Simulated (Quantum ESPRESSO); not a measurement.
Zr3Ti2Ir2W, one run as intended and one with a planted mistake

A calculation, not a measurement. The program is pw.x of Quantum ESPRESSO 7.5 (plane-wave density functional theory). The cell is made up: eight metal atoms on a hexagonal close-packed lattice, with elements, volume, strain and displacements drawn at random and not relaxed, so it may be unstable or far from any real phase. PseudoDojo standard norm-conserving files set the functional (PBE unless stated); there is no spin polarisation or spin-orbit coupling, the Fermi-Dirac width of 0.25 eV means electrons at about 2900 K, and the masses in the input are unused placeholders. Heavy elements are run without spin-orbit coupling, which real alloys of them have. A spin test at this wide smearing found no moment, but such smearing suppresses magnetism that the real alloy may have.

Intended input:

```
&control calculation='scf', pseudo_dir='./dojo.nc.sr.pbe.v0_5.standard.upf', outdir='./o', disk_io='minimal', tprnfor=.true., tstress=.true. /
&system ibrav=0, nat=8, ntyp=4, nbnd=72, ecutwfc=84.00895049, nosym=.true., tot_charge=0,
 occupations='smearing', smearing='fd', degauss=0.0183746611
/
&electrons conv_thr=1.470e-08, electron_maxstep=70, mixing_beta=0.5 /
ATOMIC_SPECIES
Ir 1.0 Ir.upf
Ti 1.0 Ti.upf
W 1.0 W.upf
Zr 1.0 Zr.upf
CELL_PARAMETERS angstrom
0.0184 5.2914 0.0765
3.0614 0.0805 4.787
3.0869 -0.0592 -4.8032
ATOMIC_POSITIONS angstrom
Zr -0.0935 0.0506 -0.2057
Ti 3.1272 -0.1157 -0.1189
Zr 2.9462 1.7175 -2.3813
Ir 2.9881 1.6814 2.4219
W 1.6461 2.7285 -0.1311
Zr 4.7199 2.776 -0.1167
Ti 1.5855 4.5028 -2.4345
Ir 1.594 4.4102 2.4558
K_POINTS automatic
5 5 5 1 1 1
```

The log is shortened where brackets say so; the opening notice, blank lines, dates and the lines on written files are dropped, and the path of the files is cut. It prints rydbergs, bohrs and kilobars, and counts compression as positive stress. Its total energy is the free energy E - TS of the whole cell.

Log of the intended run:

```
     Program PWSCF v.7.5
     Parallel version (MPI & OpenMP), running on       4 processor cores
     Number of MPI processes:                 4
     Threads/MPI process:                     1
     [start-up lines left out]
     bravais-lattice index     =            0
     lattice parameter (alat)  =      10.0004  a.u.
     unit-cell volume          =    1052.4950 (a.u.)^3
     number of atoms/cell      =            8
     number of atomic types    =            4
     number of electrons       =       108.00
     number of Kohn-Sham states=           72
     kinetic-energy cutoff     =      84.0090  Ry
     charge density cutoff     =     336.0358  Ry
     scf convergence threshold =      1.5E-08
     mixing beta               =       0.5000
     number of iterations used =            8  plain     mixing
     Exchange-correlation= PBE
                           (   1   4   3   4   0   0   0)
     [axes and pseudopotential details left out]
   Cartesian axes
     site n.     atom                  positions (alat units)
         1        Zr     tau(   1) = (  -0.0176682   0.0095616  -0.0388701  )
         2        Ti     tau(   2) = (   0.5909314  -0.0218633  -0.0224679  )
         3        Zr     tau(   3) = (   0.5567287   0.3245474  -0.4499824  )
         4        Ir     tau(   4) = (   0.5646464   0.3177258   0.4576544  )
         5        W      tau(   5) = (   0.3110553   0.5155910  -0.0247733  )
         6        Zr     tau(   6) = (   0.8918960   0.5245669  -0.0220522  )
         7        Ti     tau(   7) = (   0.2996040   0.8508717  -0.4600353  )
         8        Ir     tau(   8) = (   0.3012102   0.8333735   0.4640603  )
     number of k points=    63  Fermi-Dirac smearing, width (Ry)=  0.0184
                       cart. coord. in units 2pi/alat
        k(    1) = (   0.1717976   0.0994280  -0.0009916), wk =   0.0320000
        k(    2) = (   0.3436492   0.1004196  -0.1109114), wk =   0.0320000
     [further k points left out]
     Dense  grid:   109539 G-vectors     FFT dimensions: (  60,  64,  64)
     Estimated max dynamical RAM per process >     442.30 MB
     Estimated total dynamical RAM >       1.65 GB
     Initial potential from superposition of free atoms
     starting charge     107.9889, renormalised to     108.0000
     Starting wfcs are   80 randomized atomic wfcs
     total cpu time spent up to now is        9.5 secs
     per-process dynamical memory:   359.0 Mb
     Self-consistent Calculation
     iteration #  1     ecut=    84.01 Ry     beta= 0.50
     Davidson diagonalization with overlap
     ethr =  1.00E-02,  avg # of iterations =  2.4
     Threshold (ethr) on eigenvalues was too large:
     Diagonalizing with lowered threshold
     Davidson diagonalization with overlap
     ethr =  3.45E-04,  avg # of iterations =  5.4
     total cpu time spent up to now is       54.3 secs
     total energy              =   -1153.37133709 Ry
     estimated scf accuracy    <       0.46199906 Ry
     iteration #  2     ecut=    84.01 Ry     beta= 0.50
     Davidson diagonalization with overlap
     ethr =  4.28E-04,  avg # of iterations =  4.6
     total cpu time spent up to now is       77.6 secs
     total energy              =   -1153.19676307 Ry
     estimated scf accuracy    <       2.89252684 Ry
     [iterations 3 to 16 left out]
     iteration # 17     ecut=    84.01 Ry     beta= 0.50
     Davidson diagonalization with overlap
     ethr =  1.86E-10,  avg # of iterations =  2.0
     total cpu time spent up to now is      366.4 secs
     total energy              =   -1153.54583173 Ry
     estimated scf accuracy    <       0.00000002 Ry
     iteration # 18     ecut=    84.01 Ry     beta= 0.50
     Davidson diagonalization with overlap
     ethr =  1.65E-11,  avg # of iterations =  4.7
     total cpu time spent up to now is      387.9 secs
     End of self-consistent calculation
     [lines on levels left out]
!    total energy              =   -1153.54583173 Ry
     estimated scf accuracy    <          8.7E-09 Ry
     smearing contrib. (-TS)   =      -0.16467339 Ry
     internal energy E=F+TS    =   -1153.38115834 Ry
     The total energy is F=E-TS. E is the sum of the following terms:
     one-electron contribution =    -304.35931400 Ry
     hartree contribution      =     198.04045069 Ry
     xc contribution           =    -215.23428926 Ry
     ewald contribution        =    -831.82800576 Ry
     convergence has been achieved in  18 iterations
     Forces acting on atoms (cartesian axes, Ry/au):
     atom    1 type  4   force =     0.06365909   -0.00081861    0.00131968
     atom    2 type  2   force =    -0.04284064    0.00627730    0.03021865
     atom    3 type  4   force =     0.04086875    0.01777456   -0.00834888
     atom    4 type  1   force =     0.01685109    0.03073307   -0.04394204
     atom    5 type  3   force =    -0.00852963    0.00512407    0.05234431
     atom    6 type  4   force =    -0.02252580   -0.02266883   -0.01057067
     atom    7 type  2   force =    -0.03299974   -0.03733025    0.01608659
     atom    8 type  1   force =    -0.01448313    0.00090868   -0.03710764
     Total force =     0.142685     Total SCF correction =     0.000399
     Computing stress (Cartesian axis) and pressure
          total   stress  (Ry/bohr**3)                   (kbar)     P=      -71.74
  -0.00071127   0.00000011   0.00005398         -104.63        0.02        7.94
   0.00000011  -0.00038364   0.00001784            0.02      -56.44        2.62
   0.00005398   0.00001784  -0.00036808            7.94        2.62      -54.15
     init_run     :      8.52s CPU      8.91s WALL (       1 calls)
     electrons    :    369.47s CPU    378.46s WALL (       1 calls)
     forces       :      3.61s CPU      3.65s WALL (       1 calls)
     stress       :     11.36s CPU     11.64s WALL (       1 calls)
     [timing details left out]
     PWSCF        :   6m33.52s CPU   6m43.34s WALL
     JOB DONE.
```

A second run has one planted mistake: the files are those of another functional. The input lines that differ:

```
- &control calculation='scf', pseudo_dir='./dojo.nc.sr.pbe.v0_5.standard.upf', outdir='./o', disk_io='minimal', tprnfor=.true., tstress=.true. /
+ &control calculation='scf', pseudo_dir='./dojo.nc.sr.lda.v0_4_1.standard.upf', outdir='./o', disk_io='minimal', tprnfor=.true., tstress=.true. /
```

Its log:

```
     Program PWSCF v.7.5
     Parallel version (MPI & OpenMP), running on       4 processor cores
     Number of MPI processes:                 4
     Threads/MPI process:                     1
     [start-up lines left out]
     bravais-lattice index     =            0
     lattice parameter (alat)  =      10.0004  a.u.
     unit-cell volume          =    1052.4950 (a.u.)^3
     number of atoms/cell      =            8
     number of atomic types    =            4
     number of electrons       =       108.00
     number of Kohn-Sham states=           72
     kinetic-energy cutoff     =      84.0090  Ry
     charge density cutoff     =     336.0358  Ry
     scf convergence threshold =      1.5E-08
     mixing beta               =       0.5000
     number of iterations used =            8  plain     mixing
     Exchange-correlation= SLA  PW   NOGX NOGC
                           (   1   4   0   0   0   0   0)
     [axes and pseudopotential details left out]
   Cartesian axes
     site n.     atom                  positions (alat units)
         1        Zr     tau(   1) = (  -0.0176682   0.0095616  -0.0388701  )
         2        Ti     tau(   2) = (   0.5909314  -0.0218633  -0.0224679  )
         3        Zr     tau(   3) = (   0.5567287   0.3245474  -0.4499824  )
         4        Ir     tau(   4) = (   0.5646464   0.3177258   0.4576544  )
         5        W      tau(   5) = (   0.3110553   0.5155910  -0.0247733  )
         6        Zr     tau(   6) = (   0.8918960   0.5245669  -0.0220522  )
         7        Ti     tau(   7) = (   0.2996040   0.8508717  -0.4600353  )
         8        Ir     tau(   8) = (   0.3012102   0.8333735   0.4640603  )
     number of k points=    63  Fermi-Dirac smearing, width (Ry)=  0.0184
                       cart. coord. in units 2pi/alat
        k(    1) = (   0.1717976   0.0994280  -0.0009916), wk =   0.0320000
        k(    2) = (   0.3436492   0.1004196  -0.1109114), wk =   0.0320000
     [further k points left out]
     Dense  grid:   109539 G-vectors     FFT dimensions: (  60,  64,  64)
     Estimated max dynamical RAM per process >     442.30 MB
     Estimated total dynamical RAM >       1.65 GB
     Initial potential from superposition of free atoms
     starting charge     107.9907, renormalised to     108.0000
     Starting wfcs are   80 randomized atomic wfcs
     total cpu time spent up to now is        9.5 secs
     per-process dynamical memory:   350.5 Mb
     Self-consistent Calculation
     iteration #  1     ecut=    84.01 Ry     beta= 0.50
     Davidson diagonalization with overlap
     ethr =  1.00E-02,  avg # of iterations =  2.6
     Threshold (ethr) on eigenvalues was too large:
     Diagonalizing with lowered threshold
     Davidson diagonalization with overlap
     ethr =  3.28E-04,  avg # of iterations =  4.9
     total cpu time spent up to now is       53.0 secs
     total energy              =   -1153.02099130 Ry
     estimated scf accuracy    <       0.42868875 Ry
     iteration #  2     ecut=    84.01 Ry     beta= 0.50
     Davidson diagonalization with overlap
     ethr =  3.97E-04,  avg # of iterations =  4.5
     total cpu time spent up to now is       74.9 secs
     total energy              =   -1152.85014772 Ry
     estimated scf accuracy    <       2.72818258 Ry
     [iterations 3 to 17 left out]
     iteration # 18     ecut=    84.01 Ry     beta= 0.50
     Davidson diagonalization with overlap
     ethr =  2.00E-11,  avg # of iterations =  3.2
     total cpu time spent up to now is      356.9 secs
     total energy              =   -1153.18039212 Ry
     estimated scf accuracy    <       0.00000002 Ry
     iteration # 19     ecut=    84.01 Ry     beta= 0.50
     Davidson diagonalization with overlap
     ethr =  1.58E-11,  avg # of iterations =  1.3
     total cpu time spent up to now is      372.7 secs
     End of self-consistent calculation
     [lines on levels left out]
!    total energy              =   -1153.18039212 Ry
     estimated scf accuracy    <          2.9E-09 Ry
     smearing contrib. (-TS)   =      -0.16591888 Ry
     internal energy E=F+TS    =   -1153.01447324 Ry
     The total energy is F=E-TS. E is the sum of the following terms:
     one-electron contribution =    -307.68581864 Ry
     hartree contribution      =     198.52344854 Ry
     xc contribution           =    -212.02409738 Ry
     ewald contribution        =    -831.82800576 Ry
     convergence has been achieved in  19 iterations
     Forces acting on atoms (cartesian axes, Ry/au):
     atom    1 type  4   force =     0.05818910   -0.00049804   -0.00776700
     atom    2 type  2   force =    -0.04056608    0.00144492    0.02758691
     atom    3 type  4   force =     0.03678129    0.01719512   -0.00338574
     atom    4 type  1   force =     0.01545330    0.02542720   -0.03452572
     atom    5 type  3   force =    -0.00616308    0.00730488    0.04642467
     atom    6 type  4   force =    -0.02018218   -0.01830175   -0.01748802
     atom    7 type  2   force =    -0.03271412   -0.03331486    0.01732255
     atom    8 type  1   force =    -0.01079821    0.00074253   -0.02816764
     Total force =     0.127586     Total SCF correction =     0.000146
     Computing stress (Cartesian axis) and pressure
          total   stress  (Ry/bohr**3)                   (kbar)     P=     -158.30
  -0.00127138   0.00000348   0.00005402         -187.03        0.51        7.95
   0.00000348  -0.00097053   0.00002548            0.51     -142.77        3.75
   0.00005402   0.00002548  -0.00098630            7.95        3.75     -145.09
     init_run     :      7.86s CPU      8.27s WALL (       1 calls)
     electrons    :    353.75s CPU    363.20s WALL (       1 calls)
     forces       :      2.96s CPU      2.97s WALL (       1 calls)
     stress       :      9.83s CPU      9.84s WALL (       1 calls)
     [timing details left out]
     PWSCF        :   6m15.66s CPU   6m25.56s WALL
     JOB DONE.
```

```
                                            intended run  run with the mistake
                          free energy (eV)    -15694.791            -15689.819
         entropy term -TS, part of it (eV)        -2.240                -2.257
                            pressure (GPa)         -7.17                -15.83
size of the largest force component (eV/Å)         1.637                 1.496
largest change of a force component (eV/Å)                               0.242
                                iterations            18                    19
```

For scale, a rerun of the intended cell at a higher cutoff and on a denser mesh moved values by no more than 0.002 eV in energy, 0.02 GPa in stress and 0.004 eV/Å in force, and a second program with other atomic files agreed on that cell to 2 % rms in force and 0.5 GPa in pressure. Files of another functional or element have another zero of energy, so the energy change says nothing on stability.